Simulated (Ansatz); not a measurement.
**Computed properties of Ge2Pt**

Ge$_{2}$Pt:
```cif
data_Ge2Pt
_chemical_formula_sum 'Pt1 Ge2'
_space_group_name_H-M_alt 'P 1'
_space_group_IT_number 1
_cell_length_a 4.68042
_cell_length_b 4.68042
_cell_length_c 4.68042
_cell_angle_alpha 135.075
_cell_angle_beta 135.075
_cell_angle_gamma 65.414
loop_
_space_group_symop_operation_xyz
  'x, y, z'
loop_
_atom_site_label
_atom_site_type_symbol
_atom_site_fract_x
_atom_site_fract_y
_atom_site_fract_z
_atom_site_occupancy
Pt1 Pt 0.00000 0.00000 0.00000 1
Ge1 Ge 0.33871 0.33871 0.00000 1
Ge2 Ge 0.66129 0.66129 0.00000 1
```

Space group I4/mmm (No. 139), MoSi2 or CaC2 type; conventional cell a = b = 3.5766 Å, c = 7.8766 Å, α = β = γ = 90.00°.

Method: PBEsol (plane waves, PAW; program Ansatz). Geometry: relaxed at this level of theory. Other levels are named where they apply.

**Cell and energy**

```yaml
volume_per_atom: 16.79 Å³
density: 11.22 g/cm³
Formation energy from the elements (no fitted shifts): -0.010 eV/atom
```

**Electronic structure**

```yaml
electronic_character: metallic (no gap)
Density of states at the Fermi level: 0.55 states/eV per atom (mean over ±0.08 eV)
```

**Mechanics**

```yaml
Bulk modulus (Birch–Murnaghan fit): 124 GPa
Pressure derivative B′: 5.0
```

**Phonons**

```yaml
highest_zone_centre_frequency: 215 cm^-1
zone_centre_stability: no imaginary mode at Γ
```

A made-up cell: these elements were put on the sites of a structure type; neither database checked (COD, Materials Project) lists it. COD files the formula under space group No. 58, so this cell is another polymorph or a model. Its standing as an ambient phase is unchecked. The cell was relaxed with PBEsol under the symmetry of its start. No spin polarisation was allowed. As this level gives no gap, phonon frequencies hold no LO–TO term and depend on the k-mesh and smearing (Fermi–Dirac, 0.1 eV here). The references are the lowest solids computed at this level, not always the standard phases. Scalar-relativistic: spin–orbit coupling is off unless named, which matters more the heavier the elements.

Potentials: the later of the program's two PAW sets.
